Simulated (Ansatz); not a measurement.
GePd:
```
CELL_PARAMETERS angstrom
      0.00000     2.60738     2.60738
      2.60738     0.00000     2.60738
      2.60738     2.60738     0.00000
ATOMIC_POSITIONS crystal
  Ge 0.00000 0.00000 0.00000
  Pd 0.50000 0.50000 0.50000
```

Relaxed with PBE. Special points in fractions of this cell's reciprocal vectors: Γ (0.000, 0.000, 0.000); X (0.500, 0.000, 0.500); U (0.625, 0.250, 0.625); K (0.375, 0.375, 0.750); L (0.500, 0.500, 0.500); W (0.500, 0.250, 0.750).

**Question.** List the band energies nearest the Fermi level at these points for plane-wave PAW PBE (Ansatz code).

**Answer.** In eV from the Fermi level; about four levels below and three above (degenerate sets whole), none deeper than 8.9 eV; … stands for higher levels left out; points with the same levels are listed once.

```tsv
k	below	above
Γ	-3.25 -3.25 -3.25 -3.16 -3.16	2.87 2.87 2.87
X	-2.28 -2.28 -0.66 -0.10 -0.10	3.35 …
U	-2.41 -1.97 -1.36 -0.66	1.70 5.41 …
L	-4.31 -4.31 -2.52 -2.52 -1.46	5.47 5.47 5.47
W	-1.02 -1.02 -0.88 -0.52	8.85 …
```

Space group Fm-3m (rock salt). A made-up cell: these elements were put on the sites of a structure type; neither database checked (COD, Materials Project) lists it. COD files the formula under space group No. 62, so this cell is another polymorph or a model. Its standing as an ambient phase is unchecked. Symmetry was held in the PBE relaxation; its stability against distortions is not shown here. No spin polarisation was allowed. Spin–orbit coupling is left out wherever it is not named.

Potentials: the later of the program's two PAW sets.
